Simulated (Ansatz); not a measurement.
Consider the following.

Starting cell, MgS (rock salt):

```xyz
4
Lattice="0.0000 5.2297 5.2297 2.6148 0.0000 2.6148 2.6148 2.6148 0.0000" Properties=species:S:1:pos:R:3 pbc="T T T"
S      0.0000     0.0000     0.0000
S      2.6148     2.6148     5.2297
Mg     2.6148     2.6148     2.6148
Mg     2.6148     5.2297     5.2297
```

The atoms are displaced by Q × the pattern below (from a DFPT mode at L = (0.5, 0.0, 0.0), largest move 1; Q in Å), at fixed cell. (q is in reciprocal vectors of the primitive cell; the cell shown is doubled to hold the pattern.)

| atom | x | y | z |
|---|---|---|---|
| S1 | -0.577 | 0.577 | 0.577 |
| S2 | 0.577 | -0.577 | -0.577 |

Atoms not listed stay in place.

Level of theory: PBE (plane waves to 420 eV, PAW, scalar-relativistic; Ansatz, a quantum-chemistry and plane-wave program). k mesh 11×11×11 (Γ-centred), Fermi-Dirac smearing 0.05 eV. The energy includes the smearing's −TS. MgS was relaxed with its symmetry unable to fall. The zero of ΔE is the undisplaced structure.

The scan covers Q from -0.280 to 0.280 Å in 13 points.

Task: Is this a single well or a double well?

Result: A single well with its minimum at or next to zero displacement.

Task: Which space group does the distorted structure have?

Result: R-3m (No. 166), lowered from Fm-3m.

Task: What is the energy change at Q = 0.280 Å?

Result: 783 meV/cell.

Task: What harmonic wavenumber does the curvature at Q = 0 give?

Result: 291 cm⁻¹.

(A displaced cell: forces are minus the slopes of the energy, force constants its curvatures, and phonons follow from these.)
